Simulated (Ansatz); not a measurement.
5 guesses for Zn3GeO and where they end

Computed with DFT PBE, scalar-relativistic, plane waves, PAW in Ansatz 0.2.0. Settings: cutoff 420 eV, Γ-centred meshes spaced at most about 0.3 Å⁻¹, and about 0.25 Å⁻¹ or finer for metals (2π included), Gaussian smearing. No spin polarisation in the final relaxations.

Each guess was relaxed in cell and atoms at zero pressure, within the symmetry of its start. These are static total energies at zero pressure. Coordination counts Ge or Zn atoms around O (for each partner element, those within 1.25 times its shortest distance or 1.15 times the sum of covalent radii, where it is the nearest in units of that sum or under 1.3; the shortest distance is added where it is long for a bond).

| guess | made from | start group | V start (Å³/atom) | end group | V end (Å³/atom) | coordination at the end | gap on mesh (eV) | E over the lowest end (meV/atom) |
| --- | --- | --- | --- | --- | --- | --- | --- | --- |
| 1 | random cell | P-62m | 16.0 | P6/mmm | 18.4 | O 2 | 0 | 133 |
| 2 | CeBPt3 type | P4mm | 13.7 | ? | ? | ? | ? | ? |
| 3 | RbPdCl3 type | Pm-3m | 12.2 | Pm-3m (antiperovskite) | 20.2 | O 12 from 3.3 Å | 0 | 716 |
| 4 | Sm3AlN type | Pm-3m | 15.7 | Pm-3m (antiperovskite) | 15.1 | O 6 | 0 | 87 |
| 5 | random cell | P4/mmm | 14.4 | P4/mmm | 15.4 | O 4 | 0 | 0 |

Guess 2 as it starts:

```
CELL_PARAMETERS angstrom
3.76370 0.00000 0.00000
0.00000 3.76370 0.00000
0.00000 0.00000 4.84318
ATOMIC_POSITIONS crystal
Zn 0.00000 0.50000 0.51472
Zn 0.50000 0.50000 0.11585
Zn 0.50000 0.00000 0.51472
Ge 0.50000 0.50000 0.70450
O 0.00000 0.00000 0.99211
```

Question: Predict the end of this guess and its energy over the lowest end.

Answer: It ends in space group P4mm (No. 99), with a = 3.811 Å, c = 6.374 Å, 18.5 Å³/atom and no gap; its coordination is O 4. It lies 101 meV/atom over the lowest end, above guess 4 and below guess 1. Counting Ge or Zn atoms around O, this end and the lowest (guess 5) both have O 4.

```
CELL_PARAMETERS angstrom
3.81130 0.00000 0.00000
0.00000 3.81130 0.00000
0.00000 0.00000 6.37394
ATOMIC_POSITIONS crystal
Zn 0.00000 0.50000 0.41021
Zn 0.50000 0.50000 0.07576
Zn 0.50000 0.00000 0.41021
Ge 0.50000 0.50000 0.68760
O 0.00000 0.00000 0.25812
```

The zero of energy is the elements' standard structures at the same level (O₂ as a molecule); no fitted shifts are applied.

Question: Is the lowest end bound against the elements?

Answer: Yes: its formation energy is −0.17 eV/atom. A negative formation energy is needed for stability but isn't enough: competing phases decide.

For metals, differences of a few meV/atom aren't resolved. Cells relaxed within their symmetry can be saddle points. A lower structure may well exist outside this small set. Some candidate types were left out of the draw beforehand, so a known form may be missing.
